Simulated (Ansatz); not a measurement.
Si₂MoN₄:
```yaml
crystal:
  lattice:
    - [2.89201, 0.00000, 0.00000]
    - [-1.44601, 2.50456, 0.00000]
    - [0.00000, 0.00000, 20.66621]
  atoms:
    - { symbol: Mo, position: [0.33333, 0.66667, 0.25000] }
    - { symbol: Mo, position: [0.66667, 0.33333, 0.75000] }
    - { symbol: N, position: [0.66667, 0.33333, 0.31015] }
    - { symbol: N, position: [0.33333, 0.66667, 0.81015] }
    - { symbol: N, position: [0.33333, 0.66667, 0.68985] }
    - { symbol: N, position: [0.66667, 0.33333, 0.18985] }
    - { symbol: Si, position: [0.66667, 0.33333, 0.39430] }
    - { symbol: Si, position: [0.33333, 0.66667, 0.89430] }
    - { symbol: Si, position: [0.33333, 0.66667, 0.60570] }
    - { symbol: Si, position: [0.66667, 0.33333, 0.10570] }
    - { symbol: N, position: [0.00000, 0.00000, 0.41893] }
    - { symbol: N, position: [0.00000, 0.00000, 0.91893] }
    - { symbol: N, position: [0.00000, 0.00000, 0.58107] }
    - { symbol: N, position: [0.00000, 0.00000, 0.08107] }
```

Relaxed with PBE+D3(BJ). Special points in fractions of this cell's reciprocal vectors: Γ (0.000, 0.000, 0.000); M (0.500, 0.000, 0.000); K (0.333, 0.333, 0.000); A (0.000, 0.000, 0.500); L (0.500, 0.000, 0.500); H (0.333, 0.333, 0.500).

List the band energies nearest the valence-band maximum at these points for DFT-PBE+D3(BJ) with spin–orbit coupling in the program Ansatz with PAW potentials.

In eV from the valence-band maximum; about four levels below and three above (degenerate sets whole), none deeper than 8.9 eV; points with the same levels are listed once.

| k | below | above |
|---|---|---|
| Γ | -0.13 -0.13 0.00 0.00 | 2.70 2.70 2.70 2.70 |
| M | -1.12 -1.12 -1.05 -1.05 | 2.30 2.30 2.39 2.39 |
| K | -0.46 -0.46 -0.32 -0.32 | 1.72 1.72 1.72 1.72 |
| A | -0.06 -0.06 -0.06 -0.06 | 2.70 2.70 2.70 2.70 |
| L | -1.08 -1.08 -1.08 -1.08 | 2.34 2.34 2.34 2.34 |
| H | -0.45 -0.45 -0.32 -0.32 | 1.72 1.72 1.72 1.72 |

Space group P6_3/mmc. The start of the workflow was typed in or built on a structure type; neither database checked (COD, Materials Project) lists it. Whether it is the stable phase at ambient conditions was not checked. The PBE+D3(BJ) relaxation kept the symmetry of its start; whether a distortion lowers the energy is not shown. The workflow began spin-polarised and lost its moments.

Potentials: the earlier of the program's two PAW sets.
